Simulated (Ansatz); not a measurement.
WSe2 (2H-MoS2 type) under strain

WSe2 built on the 2H-MoS2 prototype, relaxed with r2SCAN+rVV10 in Ansatz. The symmetry is P6_3/mmc (No. 194, hexagonal); conventional cell a = 3.300 Å, c = 13.149 Å, 20.66 Å³ an atom. Around W lie 6 Se at 2.53 Å; around Se lie 3 W at 2.53 Å.

The axes x, y and z are those of this cell:
```xyz
6
Lattice="3.2997 0.0000 0.0000 -1.6498 2.8576 0.0000 0.0000 0.0000 13.1487" Properties=species:S:1:pos:R:3 pbc="T T T"
W     0.0000    1.9051    3.2872
W     1.6498    0.9525    9.8615
Se    1.6498    0.9525    4.9526
Se    1.6498    0.9525    1.6218
Se    0.0000    1.9051   11.5269
Se    0.0000    1.9051    8.1961
```

Unstrained: The PBE gap is indirect, 1.022 eV (Γ to Γ–K (0.54 of the way from Γ)), below the direct gap of 1.496 eV at K. r2SCAN gives an indirect gap of 1.143 eV, from Γ to Γ–K (0.54 of the way from Γ); the least direct gap is 1.612 eV at K. The HSE06 gap is indirect, 1.500 eV (Γ to Γ–K (0.54 of the way from Γ)), below the direct gap of 1.948 eV at K. r2SCAN+SOC gives an indirect gap of 1.066 eV, from Γ to Γ–K (0.54 of the way from Γ); the least direct gap is 1.391 eV at K. Meshes: PBE 12×12×2, r2SCAN 12×12×2, HSE06 6×6×2, r2SCAN+SOC 12×12×2. Strains are changes of length per length. After each strain the atoms were relaxed again with r2SCAN+rVV10 within the symmetry that the strain leaves, so tilts or polar shifts that break it weren't tested; points keep the names that they have in the unstrained zone. The values are computed, non-magnetic, and not measurements.

Changes of the least gap in eV (an overlap counts as a negative gap):
```tsv
strain	volume change (%)	space group	PBE	r2SCAN	HSE06	r2SCAN+SOC
isotropic -4.0 % on every length	-11.5	P6_3/mmc	-0.223	-0.213	-0.261	-0.222
isotropic -3.0 % on every length	-8.7	P6_3/mmc	-0.157	-0.148	-0.182	-0.153
isotropic -2.0 % on every length	-5.9	P6_3/mmc	-0.098	-0.091	-0.113	-0.094
isotropic -1.0 % on every length	-3.0	P6_3/mmc	-0.046	-0.042	-0.053	-0.043
isotropic +1.0 % on every length	+3.0	P6_3/mmc	+0.039	+0.036	+0.044	+0.034
isotropic +2.0 % on every length	+6.1	P6_3/mmc	-0.037	-0.082	-0.097	-0.085
isotropic +3.0 % on every length	+9.3	P6_3/mmc	-0.182	-0.232	-0.258	-0.226
isotropic +4.0 % on every length	+12.5	P6_3/mmc	-0.320	-0.375	-0.411	-0.361
```

Isotropic -4.0 % on every length. HSE06: the gap goes from 1.500 to 1.239 eV (-0.261 eV); the edges go from Γ → Γ–K (0.54) to Γ → Γ–K (0.55). Stress change with PBE, compression positive: xx +12.93, yy +12.93, zz +5.94 GPa.

Isotropic -3.0 % on every length. HSE06: the gap goes from 1.500 to 1.318 eV (-0.182 eV); the edges go from Γ → Γ–K (0.54) to Γ → Γ–K (0.55). Stress change with PBE, compression positive: xx +9.09, yy +9.09, zz +3.89 GPa.

Isotropic -2.0 % on every length. HSE06: the gap goes from 1.500 to 1.387 eV (-0.113 eV); the edges go from Γ → Γ–K (0.54) to Γ → Γ–K (0.55). Stress change with PBE, compression positive: xx +5.69, yy +5.69, zz +2.27 GPa.

Isotropic -1.0 % on every length. HSE06: the gap goes from 1.500 to 1.447 eV (-0.053 eV). Stress change with PBE, compression positive: xx +2.66, yy +2.66, zz +0.96 GPa. For HSE06, dE_g/d ln V = 1.8 eV over this step.

Isotropic +1.0 % on every length. HSE06: the gap goes from 1.500 to 1.544 eV (+0.044 eV). Stress change with PBE, compression positive: xx -2.39, yy -2.39, zz -0.79 GPa. For HSE06, dE_g/d ln V = 1.5 eV over this step.

Isotropic +2.0 % on every length. HSE06: the gap goes from 1.500 to 1.403 eV (-0.097 eV); the edges go from Γ → Γ–K (0.54) to Γ → K. Stress change with PBE, compression positive: xx -4.53, yy -4.53, zz -1.40 GPa.

Isotropic +3.0 % on every length. HSE06: the gap goes from 1.500 to 1.242 eV (-0.258 eV); the edges go from Γ → Γ–K (0.54) to Γ → K. Stress change with PBE, compression positive: xx -6.44, yy -6.44, zz -1.88 GPa.

Isotropic +4.0 % on every length. HSE06: the gap goes from 1.500 to 1.089 eV (-0.411 eV); the edges go from Γ → Γ–K (0.54) to Γ → K. Stress change with PBE, compression positive: xx -8.15, yy -8.15, zz -2.25 GPa.

Only the levels marked +SOC include spin-orbit coupling.

Where an edge lies off the special points, it is a point of the mesh or the k point where a search put PBE's edge or least direct gap, reused for the other functionals, whose own edges may lie a little apart.

The meshes of the hybrids are coarse, so their gaps aren't converged to the digits shown.
